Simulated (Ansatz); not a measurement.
Phonons of NaF (rock salt) at Γ, L = (0.5, 0.0, 0.0), X = (0.5, 0.5, 0.0).

NaF (rock salt)

```
NaF
1.0
    0.00000     2.29725     2.29725
    2.29725     0.00000     2.29725
    2.29725     2.29725     0.00000
F Na
1 1
Direct
  0.00000   0.00000   0.00000
  0.50000   0.50000   0.50000
```

The numbers are results of r2SCAN (plane waves to 500 eV, PAW, scalar-relativistic; Ansatz, a first-principles code), not measurements. Harmonic phonons by density-functional perturbation theory on a 10×10×10 k mesh, in cm⁻¹; i marks imaginary ones, q is in fractions of the reciprocal vectors of the cell shown, and the three acoustic modes at Γ are left out. The non-analytic (LO-TO) term is not included, so polar modes at Γ have their transverse values. NaF was relaxed with its symmetry unable to fall.

| q | wavenumbers (cm⁻¹) |
|---|---|
| Γ | 262 (×3) |
| L = (0.5, 0.0, 0.0) | 188 (×2), 212 (×2), 309, 315 |
| X = (0.5, 0.5, 0.0) | 145 (×2), 264, 276 (×2), 298 |

The structure shows no imaginary mode at these points (lowest 145 cm⁻¹ at X = (0.5, 0.5, 0.0)); other wave vectors were not tested.

Highest mode: 315 cm⁻¹ at L = (0.5, 0.0, 0.0).
